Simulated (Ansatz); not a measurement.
# Ag (Fm-3m) under several functionals

**Measured values to compare with.**

“Polycyclic aromatic chains on metals and insulating layers by repetitive [3+2] cycloadditions”, 2020, pmc:7083871 quotes, for a bulk crystal of Ag: lattice constant a 4.085 Å.

Plane-wave DFT in Ansatz with scalar-relativistic PAW potentials. The same structure was relaxed (cell and atoms, symmetry kept) in separate runs at each level. No spin polarisation.

| level | cutoff (eV) | k mesh | V (Å³/atom) | a (Å) |
| --- | --- | --- | --- | --- |
| LDA | 420 | 18×18×18 | 16.022 | 4.002 |
| r2SCAN | 500 | 18×18×18 | 17.285 | 4.104 |
| PBE | 420 | 18×18×18 | 17.836 | 4.147 |

Where does PBEsol (420 eV, k mesh 18×18×18) fall?

V (Å³/atom) 16.662, a (Å) 4.054. Its volume is between those of LDA and r2SCAN. The usual order of volumes, LDA < PBEsol < PBE, holds here (16.022, 16.662, 17.836 Å³/atom). As a rule LDA overbinds; PBEsol, built on the gradient expansion of slowly varying densities, lies between LDA and PBE; PBE's stronger gradient term for exchange weakens bonds. r2SCAN lies 3.1 % under PBE in volume.

For PBE: Against the measured lattice constant a of Ag, 4.085 Å (quoted in “Polycyclic aromatic chains on metals and insulating layers by repetitive [3+2] cycloadditions”, 2020, pmc:7083871), the calculated 4.147 Å is off by +1.5 %. 3 values of this kind are on record in papers (4.085 to 4.086 Å); this one was drawn at random among those near their median. The calculations are for 0 K without zero-point motion.

Cost: 4 runs of about 1.1 core-minutes in all, on Intel Xeon Processor @ 2.70GHz, AMD EPYC 7R43 (Zen 3) (shared hosts).